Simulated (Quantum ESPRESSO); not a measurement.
Simulation results for GaSi6P (made-up cell)

All values are calculated (Quantum ESPRESSO 7.5). Calculation on a made-up crystal cell, not a measurement, the moved input of one more run found from cubic fits through the family: the fits match the computed values on one interval only; periodic Kohn-Sham density functional theory in plane waves with PseudoDojo standard norm-conserving scalar-relativistic pseudopotentials, each functional with its own files (v0.5 for PBE, v0.4.1 for LDA and PBEsol), no spin polarisation, no spin-orbit coupling, atoms not relaxed, stress positive in tension, energies less a fixed whole-eV offset for each atom's element; levels are Kohn-Sham levels at fractions of this cell's reciprocal vectors, counted from the reference band (half the neutral cell's valence electrons, rounded up) at Gamma; error bars cover cutoff and k-mesh only, not smearing or the files; added strain carries the atoms with the cell, and shear is the tensor component; each bar is the largest change over components, and at least 0.002 eV, 0.002 eV per angstrom or 0.02 GPa; energies are for the whole cell, and the offsets were chosen from early runs and are not element reference energies.

```json
{"formula": "GaSi6P", "kind": "made-up cell", "reference_structure": {"cell_angstrom": [[5.4672, -0.1058, 0.008], [-0.1058, 5.4593, -0.0108], [0.008, -0.0108, 5.5031]], "atoms_fractional": [["Si", -0.00623, -0.00047, 0.00163], ["Si", 0.02305, 0.51237, 0.51285], ["Si", 0.49133, 0.00388, 0.51061], ["Si", 0.50333, 0.52086, -0.01285], ["P", 0.23719, 0.22114, 0.27704], ["Si", 0.24073, 0.77739, 0.74232], ["Si", 0.73664, 0.26122, 0.74553], ["Ga", 0.77483, 0.7539, 0.23855]]}, "given": {"lattice_type": "zincblende/diamond", "functional": "pbe", "cutoff [eV]": 1088, "fermi_dirac_smearing [eV]": 0.1, "scf_tolerance [eV]": 1e-07, "electrons_removed": 0, "moved_input": "shift of site 2 along x", "moved_input_in_the_structure_shown [angstrom]": 0.0008, "further_run_fx_on_site_2 [eV/angstrom]": -0.835, "further_run_fy_on_site_6 [eV/angstrom]": -1.126, "further_run_fx_on_site_6 [eV/angstrom]": 0.337, "further_run_fy_on_site_2 [eV/angstrom]": -0.886, "k_mesh": "6 x 6 x 6, shifted by half a step", "structure_shown": "one run of the family, not the further run", "atom_site": [1, 2, 3, 4, 5, 6, 7, 8], "atom_energy_offset [eV]": [-115, -115, -115, -115, -189, -115, -115, -2080], "family_moved_input [angstrom]": [-0.1267, -0.0334, -0.0147, 0.0008, 0.0988, 0.1179], "family_fx_on_site_2 [eV/angstrom]": [-0.164, -1.263, -1.478, -1.655, -2.725, -2.921], "family_fy_on_site_6 [eV/angstrom]": [-1.327, -0.984, -0.907, -0.841, -0.386, -0.289], "family_fx_on_site_6 [eV/angstrom]": [0.121, 0.478, 0.55, 0.61, 0.981, 1.05], "family_fy_on_site_2 [eV/angstrom]": [-0.689, -1.013, -1.079, -1.133, -1.484, -1.554]}, "results": {"moved_input_of_the_further_run [angstrom]": -0.07, "interval_low [angstrom]": -0.07044, "interval_high [angstrom]": -0.06946, "energy_against_integrated_force_or_stress [eV]": 4.565e-06, "error_bar_energy [eV]": 0.002, "error_bar_force [eV/angstrom]": 0.002194}}
```
